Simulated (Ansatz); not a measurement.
WS$_{2}$ (2H-MoS2 type, space group P6_3/mmc)

```
WS2
1.0
    3.17029     0.00000     0.00000
   -1.58515     2.74556     0.00000
    0.00000     0.00000    12.49303
W S
2 4
Direct
  0.33333   0.66667   0.25000
  0.66667   0.33333   0.75000
  0.33333   0.66667   0.62489
  0.66667   0.33333   0.12489
  0.66667   0.33333   0.37511
  0.33333   0.66667   0.87511
```

The volume is varied about the relaxed value V₀ at fixed cell shape. The atoms relax within the cell's symmetry.

Calculation: r2SCAN+rVV10 (plane waves to 500 eV, PAW, scalar-relativistic; Ansatz, a quantum-chemistry and plane-wave program). k mesh 12×12×3 (Γ-centred), Fermi-Dirac smearing 0.05 eV. The energy includes the smearing's −TS. Compression counts positive. With the shape held, the modulus is that of even scaling; a crystal free to change shape is softer. Spin-orbit coupling is left out, though W is heavy. The PAW data are Ansatz's earlier set. WS2 is run without spin polarisation. WS2 was relaxed with its symmetry unable to fall. ΔE is measured from the relaxed starting cell.

| V (Å³/atom) | ΔE (meV/atom) |
|---|---|
| 17.036 | 18.1 |
| 17.254 | withheld |
| 17.471 | 6.2 |
| 17.689 | 2.7 |
| 17.906 | 0.7 |
| 18.124 | 0.0 |
| 18.341 | 0.6 |
| 18.559 | 2.5 |
| 18.776 | 5.5 |
| 18.994 | 9.7 |
| 19.211 | 14.8 |

Problem. Fit a third-order Birch-Murnaghan form (E₀, V₀, B₀, B₀′ free) to the given rows and predict ΔE at V = 17.254.

Solution. Least squares on the 10 given rows: ΔE = E₀ + (9V₀B₀/16)·y²·[2 + (B₀′ − 4)y], y = (V₀/V)^(2/3) − 1, with V₀ = 18.124 Å³/atom, B₀ = 80.21 GPa (160.2 GPa = 1 eV/Å³; the term in eV is multiplied by 1000), B₀′ = 3.99, E₀ = -0.01 meV/atom; root-mean-square residual 0.03 meV/atom. At 17.254 the fit gives 11.3 meV/atom; the calculation gives 11.3 meV/atom, the same to the digits shown. For the pressure the fit gives 4.35 GPa against the computed 4.39 GPa.

(A scan under strain: stresses follow from slopes of the energy per volume, elastic moduli from its curvatures.)
